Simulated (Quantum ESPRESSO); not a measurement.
Parts of the isotropic shielding in LiF, by GIPAW with PBE in a modified build of Quantum ESPRESSO, on JTH PAW datasets, 22.5 Ha, k-mesh 6×6×6 shifted:

```xyz
2
Lattice="0.0000 2.0315 2.0621 2.0315 0.0000 2.0621 2.0315 2.0315 0.0000" Properties=species:S:1:pos:R:3 pbc="T T T"
Li     0.0000     0.0000     0.0000
F      2.0315     2.0315     2.0621
```
The cell was made here from a computed Materials Project entry: strained by +1 % along the cube axis and by -0.5 % across it, atoms relaxed (PBE without dispersion, pw.x of Quantum ESPRESSO, symmetry kept). The parent is LiF in Fm-3m. Stability against distortions was not tested.

The core term is that of the free atom's frozen core; the paramagnetic column sums the reconstruction terms. These are absolute shieldings with no macroscopic susceptibility term; δ = σ_ref − σ needs a reference computed alike. By our sweeps, such settings leave a few ppm in absolute σ.

```json
[
 {"site": "Li (atom 1)", "core": "0.0", "bare (smooth current)": "13.9", "diamagnetic correction": "69.4", "paramagnetic corrections": "___", "σ_iso (ppm)": "___"},
 {"site": "F (atom 2)", "core": "306.4", "bare (smooth current)": "97.8", "diamagnetic correction": "50.9", "paramagnetic corrections": "___", "σ_iso (ppm)": "___"}
]
```

Complete the blanks.


- Li (atom 1), paramagnetic corrections: -1.4
- Li (atom 1), σ_iso (ppm): 81.9
- F (atom 2), paramagnetic corrections: -91.6
- F (atom 2), σ_iso (ppm): 363.5
